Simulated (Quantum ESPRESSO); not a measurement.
## Ga3SiCN3 (finding a planted mistake in a log)

Simulated, not a measurement. The program is pw.x of Quantum ESPRESSO 7.5 (plane-wave density functional theory). The cell is made up: 8 atoms on a wurtzite lattice, with randomly drawn elements, strain and displacements, not relaxed. PseudoDojo standard norm-conserving files (v0.5 for PBE, v0.4.1 for LDA and PBEsol) set the functional; there is no spin polarisation, spin-orbit coupling or dispersion term, and the masses in the input are unused placeholders.

Intended input:

```
&control calculation='scf', pseudo_dir='./dojo.nc.sr.pbe.v0_5.standard.upf', outdir='./o', disk_io='low', tprnfor=.true., tstress=.true. /
&system ibrav=0, nat=8, ntyp=4, nbnd=37, ecutwfc=84.00895049, nosym=.true., tot_charge=0,
 occupations='smearing', smearing='fd', degauss=0.0018374661
/
&electrons conv_thr=7.350e-09, electron_maxstep=60, /
ATOMIC_SPECIES
C 1.0 C.upf
Ga 1.0 Ga.upf
N 1.0 N.upf
Si 1.0 Si.upf
CELL_PARAMETERS angstrom
3.2995 0.0029 0.0054
0.0051 5.7198 -0.0143
0.0088 -0.0135 5.4222
ATOMIC_POSITIONS angstrom
Ga 0.0069 -0.0028 -0.0384
Ga 1.6442 2.9098 0.018
Si 1.6548 0.9278 2.7424
Ga 0.0417 3.8049 2.7162
C -0.0167 0.0388 2.0019
N 1.6367 2.8203 2.0338
N 1.6098 1.0259 4.7554
N 0.0262 3.8172 4.7579
K_POINTS automatic
5 4 4 1 1 1
```

The log is shortened where brackets say so; the opening notice, blank lines, dates and the lines on written files are dropped, and the path of the files is cut. It prints rydbergs, bohrs and kilobars, and counts compression as positive stress. Where no state is partly filled, the Fermi energy that it prints is only some level between the filled and the empty states on the mesh, and need not lie in the true gap.

Log of the intended run:

```
     Program PWSCF v.7.5
     Parallel version (MPI & OpenMP), running on       4 processor cores
     Number of MPI processes:                 4
     Threads/MPI process:                     1
     [start-up lines left out]
     bravais-lattice index     =            0
     lattice parameter (alat)  =       6.2352  a.u.
     unit-cell volume          =     690.5528 (a.u.)^3
     number of atoms/cell      =            8
     number of atomic types    =            4
     number of electrons       =        62.00
     number of Kohn-Sham states=           37
     kinetic-energy cutoff     =      84.0090  Ry
     charge density cutoff     =     336.0358  Ry
     scf convergence threshold =      7.3E-09
     mixing beta               =       0.7000
     number of iterations used =            8  plain     mixing
     Exchange-correlation= PBE
                           (   1   4   3   4   0   0   0)
     [axes and pseudopotential details left out]
   Cartesian axes
     site n.     atom                  positions (alat units)
         1        Ga     tau(   1) = (   0.0020912  -0.0008486  -0.0116381  )
         2        Ga     tau(   2) = (   0.4983171   0.8818897   0.0054554  )
         3        Si     tau(   3) = (   0.5015297   0.2811936   0.8311548  )
         4        Ga     tau(   4) = (   0.0126383   1.1531727   0.8232142  )
         5        C      tau(   5) = (  -0.0050614   0.0117593   0.6067272  )
         6        N      tau(   6) = (   0.4960440   0.8547644   0.6163954  )
         7        N      tau(   7) = (   0.4878913   0.3109254   1.4412462  )
         8        N      tau(   8) = (   0.0079406   1.1569006   1.4420039  )
     number of k points=    40  Fermi-Dirac smearing, width (Ry)=  0.0018
                       cart. coord. in units 2pi/alat
        k(    1) = (   0.0998122   0.0722083   0.0760825), wk =   0.0500000
        k(    2) = (   0.0995629   0.0725889   0.2282134), wk =   0.0500000
     [further k points left out]
     Dense  grid:    71837 G-vectors     FFT dimensions: (  40,  64,  60)
     Estimated max dynamical RAM per process >     143.48 MB
     Estimated total dynamical RAM >     521.30 MB
     Initial potential from superposition of free atoms
     starting charge      61.9913, renormalised to      62.0000
     Starting wfcs are   47 randomized atomic wfcs
     total cpu time spent up to now is        2.2 secs
     per-process dynamical memory:   105.9 Mb
     Self-consistent Calculation
     iteration #  1     ecut=    84.01 Ry     beta= 0.70
     Davidson diagonalization with overlap
     ethr =  1.00E-02,  avg # of iterations =  3.0
     total cpu time spent up to now is        5.2 secs
     total energy              =    -540.88289845 Ry
     estimated scf accuracy    <       1.87059340 Ry
     iteration #  2     ecut=    84.01 Ry     beta= 0.70
     Davidson diagonalization with overlap
     ethr =  3.02E-03,  avg # of iterations =  3.2
     total cpu time spent up to now is        8.2 secs
     total energy              =    -541.39939574 Ry
     estimated scf accuracy    <       1.99490957 Ry
     [iterations 3 to 11 left out]
     iteration # 12     ecut=    84.01 Ry     beta= 0.70
     Davidson diagonalization with overlap
     ethr =  1.07E-10,  avg # of iterations =  4.9
     total cpu time spent up to now is       37.4 secs
     total energy              =    -541.74798056 Ry
     estimated scf accuracy    <       0.00000004 Ry
     iteration # 13     ecut=    84.01 Ry     beta= 0.70
     Davidson diagonalization with overlap
     ethr =  7.24E-11,  avg # of iterations =  2.0
     total cpu time spent up to now is       39.9 secs
     End of self-consistent calculation
     [lines on levels left out]
     the Fermi energy is    10.1584 ev
!    total energy              =    -541.74798056 Ry
     estimated scf accuracy    <          3.2E-09 Ry
     smearing contrib. (-TS)   =       0.00000000 Ry
     internal energy E=F+TS    =    -541.74798056 Ry
     The total energy is F=E-TS. E is the sum of the following terms:
     one-electron contribution =    -216.33172325 Ry
     hartree contribution      =     160.66315980 Ry
     xc contribution           =    -151.21296705 Ry
     ewald contribution        =    -334.86645007 Ry
     convergence has been achieved in  13 iterations
     Forces acting on atoms (cartesian axes, Ry/au):
     atom    1 type  2   force =    -0.01329482    0.02008918    0.01607261
     atom    2 type  2   force =     0.00589499   -0.00517632   -0.00032676
     atom    3 type  4   force =    -0.01212268    0.02424053   -0.02527910
     atom    4 type  2   force =    -0.01707300    0.01135471   -0.00633615
     atom    5 type  1   force =     0.00821982    0.03847717    0.07699785
     atom    6 type  3   force =     0.01664494   -0.05878004    0.04104982
     atom    7 type  3   force =     0.02078274   -0.02428582   -0.09553726
     atom    8 type  3   force =    -0.00905199   -0.00591940   -0.00664099
     Total force =     0.161055     Total SCF correction =     0.000080
     Computing stress (Cartesian axis) and pressure
          total   stress  (Ry/bohr**3)                   (kbar)     P=     -160.85
  -0.00105359  -0.00002311  -0.00002908         -154.99       -3.40       -4.28
  -0.00002311  -0.00102075   0.00005069           -3.40     -150.16        7.46
  -0.00002908   0.00005069  -0.00120601           -4.28        7.46     -177.41
     init_run     :      2.05s CPU      2.16s WALL (       1 calls)
     electrons    :     37.35s CPU     37.68s WALL (       1 calls)
     forces       :      0.45s CPU      0.45s WALL (       1 calls)
     stress       :      1.49s CPU      1.49s WALL (       1 calls)
     [timing details left out]
     PWSCF        :     41.42s CPU     41.88s WALL
     JOB DONE.
```

A second run was made from an input with one planted mistake. Its log:

```
     Program PWSCF v.7.5
     Parallel version (MPI & OpenMP), running on       4 processor cores
     Number of MPI processes:                 4
     Threads/MPI process:                     1
     [start-up lines left out]
     bravais-lattice index     =            0
     lattice parameter (alat)  =       6.1367  a.u.
     unit-cell volume          =     658.3348 (a.u.)^3
     number of atoms/cell      =            8
     number of atomic types    =            4
     number of electrons       =        62.00
     number of Kohn-Sham states=           37
     kinetic-energy cutoff     =      84.0090  Ry
     charge density cutoff     =     336.0358  Ry
     scf convergence threshold =      7.3E-09
     mixing beta               =       0.7000
     number of iterations used =            8  plain     mixing
     Exchange-correlation= PBE
                           (   1   4   3   4   0   0   0)
     [axes and pseudopotential details left out]
   Cartesian axes
     site n.     atom                  positions (alat units)
         1        Ga     tau(   1) = (   0.0020940  -0.0008622  -0.0116401  )
         2        Ga     tau(   2) = (   0.4983055   0.8818732   0.0054505  )
         3        Si     tau(   3) = (   0.5015388   0.2811783   0.8311558  )
         4        Ga     tau(   4) = (   0.0126255   1.1531667   0.8232110  )
         5        C      tau(   5) = (  -0.0050502   0.0117632   0.6067305  )
         6        N      tau(   6) = (   0.4960267   0.8547439   0.6163997  )
         7        N      tau(   7) = (   0.4878972   0.3109251   1.4412428  )
         8        N      tau(   8) = (   0.0079448   1.1568927   1.4419819  )
     number of k points=    40  Fermi-Dirac smearing, width (Ry)=  0.0018
                       cart. coord. in units 2pi/alat
        k(    1) = (   0.0998115   0.0722101   0.0760832), wk =   0.0500000
        k(    2) = (   0.0995629   0.0725913   0.2282163), wk =   0.0500000
     [further k points left out]
     Dense  grid:    68475 G-vectors     FFT dimensions: (  36,  64,  60)
     Estimated max dynamical RAM per process >     136.50 MB
     Estimated total dynamical RAM >     495.87 MB
     Initial potential from superposition of free atoms
     starting charge      61.9913, renormalised to      62.0000
     Starting wfcs are   47 randomized atomic wfcs
     total cpu time spent up to now is        2.2 secs
     per-process dynamical memory:   100.8 Mb
     Self-consistent Calculation
     iteration #  1     ecut=    84.01 Ry     beta= 0.70
     Davidson diagonalization with overlap
     ethr =  1.00E-02,  avg # of iterations =  3.0
     total cpu time spent up to now is        5.1 secs
     total energy              =    -540.91804202 Ry
     estimated scf accuracy    <       1.89735331 Ry
     iteration #  2     ecut=    84.01 Ry     beta= 0.70
     Davidson diagonalization with overlap
     ethr =  3.06E-03,  avg # of iterations =  3.2
     total cpu time spent up to now is        7.8 secs
     total energy              =    -541.46171225 Ry
     estimated scf accuracy    <       1.80024733 Ry
     [iterations 3 to 11 left out]
     iteration # 12     ecut=    84.01 Ry     beta= 0.70
     Davidson diagonalization with overlap
     ethr =  3.61E-11,  avg # of iterations =  5.0
     total cpu time spent up to now is       35.4 secs
     total energy              =    -541.77720123 Ry
     estimated scf accuracy    <       0.00000003 Ry
     iteration # 13     ecut=    84.01 Ry     beta= 0.70
     Davidson diagonalization with overlap
     ethr =  3.61E-11,  avg # of iterations =  2.0
     total cpu time spent up to now is       37.7 secs
     End of self-consistent calculation
     [lines on levels left out]
     the Fermi energy is    10.9484 ev
!    total energy              =    -541.77720123 Ry
     estimated scf accuracy    <          2.1E-09 Ry
     smearing contrib. (-TS)   =       0.00000000 Ry
     internal energy E=F+TS    =    -541.77720123 Ry
     The total energy is F=E-TS. E is the sum of the following terms:
     one-electron contribution =    -208.15694989 Ry
     hartree contribution      =     158.07888028 Ry
     xc contribution           =    -151.45643319 Ry
     ewald contribution        =    -340.24269843 Ry
     convergence has been achieved in  13 iterations
     Forces acting on atoms (cartesian axes, Ry/au):
     atom    1 type  2   force =    -0.01617517    0.02262521    0.01661062
     atom    2 type  2   force =     0.00788961   -0.00433343    0.00101328
     atom    3 type  4   force =    -0.01316876    0.02558306   -0.02533086
     atom    4 type  2   force =    -0.02013514    0.01296382   -0.00633254
     atom    5 type  1   force =     0.00903356    0.04166879    0.08211293
     atom    6 type  3   force =     0.01978813   -0.06496774    0.04438775
     atom    7 type  3   force =     0.02357726   -0.02583351   -0.10365559
     atom    8 type  3   force =    -0.01080951   -0.00770619   -0.00880559
     Total force =     0.174869     Total SCF correction =     0.000050
     Computing stress (Cartesian axis) and pressure
          total   stress  (Ry/bohr**3)                   (kbar)     P=     -103.68
  -0.00066295  -0.00003266  -0.00004253          -97.52       -4.81       -6.26
  -0.00003266  -0.00062273   0.00006474           -4.81      -91.61        9.52
  -0.00004253   0.00006474  -0.00082865           -6.26        9.52     -121.90
     init_run     :      2.00s CPU      2.08s WALL (       1 calls)
     electrons    :     35.15s CPU     35.52s WALL (       1 calls)
     forces       :      0.43s CPU      0.43s WALL (       1 calls)
     stress       :      1.44s CPU      1.45s WALL (       1 calls)
     [timing details left out]
     PWSCF        :     39.15s CPU     39.64s WALL
     JOB DONE.
```

Question: what was wrong in the second input?

Answer: the cell and the positions are scaled by a wrong factor. The input lines that differ, file-writing options aside:

```
- 3.2995 0.0029 0.0054
+ 3.2474 0.0029 0.0053
- 0.0051 5.7198 -0.0143
+ 0.005 5.6294 -0.0141
- 0.0088 -0.0135 5.4222
+ 0.0087 -0.0133 5.3365
- Ga 0.0069 -0.0028 -0.0384
+ Ga 0.0068 -0.0028 -0.0378
- Ga 1.6442 2.9098 0.018
+ Ga 1.6182 2.8638 0.0177
- Si 1.6548 0.9278 2.7424
+ Si 1.6287 0.9131 2.6991
- Ga 0.0417 3.8049 2.7162
+ Ga 0.041 3.7448 2.6733
- C -0.0167 0.0388 2.0019
+ C -0.0164 0.0382 1.9703
- N 1.6367 2.8203 2.0338
+ N 1.6108 2.7757 2.0017
- N 1.6098 1.0259 4.7554
+ N 1.5844 1.0097 4.6803
- N 0.0262 3.8172 4.7579
+ N 0.0258 3.7569 4.6827
```

```
                                            intended run  run with the mistake
                          free energy (eV)     -7370.857             -7371.254
                    smearing term -TS (eV)        0.0000                0.0000
                            pressure (GPa)        -16.09                -10.37
            largest force component (eV/Å)         2.456                 2.665
largest change of a force component (eV/Å)                               0.209
                                iterations            13                    13
```

For scale, a rerun of the intended cell at 1437 eV and a 7 x 6 x 6 mesh moved values by no more than 0.011 eV in energy, 0.07 GPa in stress and 0.010 eV/Å in force.